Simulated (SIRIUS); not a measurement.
HPbNO4 and the effect of the choice of potentials or basis

```
H Pb N O
1.0
     4.19923    0.11117    0.16817
     1.91600    3.89132    0.12568
     1.76085    1.25259    6.37266
H Pb N O
1 1 1 4
Direct
  0.89145 0.68202 0.62796
  0.14426 0.92872 0.88352
  0.25670 0.28861 0.30171
  0.83108 0.65056 0.78405
  0.38694 0.22380 0.11295
  0.31104 0.03576 0.45856
  0.07726 0.60633 0.32275
```

The cell comes from a database or a generator and needn't be the stable form of this composition.

Kept alike: task single point; functional PBE; k mesh 3 × 3 × 2; occupations fermi-dirac, width 0.05 eV; no spin polarisation. Program: SIRIUS. Cutoffs run from 557 to 1254 eV. The mesh is that of the run's cell of 7 atoms. No spin-orbit coupling.

| choice of potentials or basis | pressure (GPa) |
| --- | --- |
| GBRV 1.5 PBE (ultrasoft) | 0.37 |
| JTH 2.0 PBE (PAW) | -0.39 |
| PseudoDojo 0.4 PBE stringent (scalar relativistic) | 0.02 |
| PseudoDojo 0.4.1 PBE standard (scalar relativistic) | -0.07 |
| SG15 1.2 PBE (norm-conserving) | 0.04 |
| SSSP 1.3.0 PBE efficiency | -0.26 |

The k mesh is coarse, so the values aren't converged. Pressure is positive in compression; the values hold the error of the finite cutoff, so their zero can differ a little from the energy's minimum.

**Question.** What does the choice of potentials or basis change here?

**Answer.** The pressure runs from -0.39 (JTH 2.0 PBE (PAW)) to 0.37 GPa (GBRV 1.5 PBE (ultrasoft)).
